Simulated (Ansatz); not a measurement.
Phonons of LaP (CsCl-type structure)

The computed numbers are results of PBEsol, scalar-relativistic (no spin polarisation) in the plane-wave PAW code Ansatz at 420 eV, Gaussian smearing of 0.15 eV; PAW files: Ansatz's generated set soft_2.

```
La P
1.0
     3.58813    0.00000    0.00000
     0.00000    3.58813    0.00000
     0.00000    0.00000    3.58813
La P
1 1
Direct
  0.00000 0.00000 0.00000
  0.50000 0.50000 0.50000
```

The start was a prototype's sites filled with these elements. The Crystallography Open Database lists the compound in space group Fm-3m (rock salt), so this is a trial structure.

Force constants come from finite displacements in a 2×2×2 supercell (the unit cell's 10×10×10 k-mesh, folded to it); the long-range dipole term is not included. Points in reciprocal vectors of this cell: Γ = (0.000, 0.000, 0.000), X = (0.000, 0.500, 0.000), M = (0.500, 0.500, 0.000), R = (0.500, 0.500, 0.500).

**Question.** Is the structure dynamically stable along this path, and where does the spectrum end?

**Answer.** No: a branch is imaginary, down to 75i cm⁻¹ at M. The highest frequency is 276 cm⁻¹, at X. Points that don't fit the supercell are interpolated.

Frequencies at the named points (cm⁻¹, imaginary ones negative):
```
point                 ω (cm⁻¹)
    Γ        0 0 0 126 126 126
    X  -62 -62 125 174 174 276
    M  -75 106 106 117 232 232
    R  107 107 107 230 230 230
```

The crystal is a metal or nearly so; low and unstable modes depend on mesh and smearing.

Run time: 27 s on 4 threads of Arm Neoverse V2 (shared host), peak memory 1.2 GiB.

These numbers lack spin–orbit coupling.
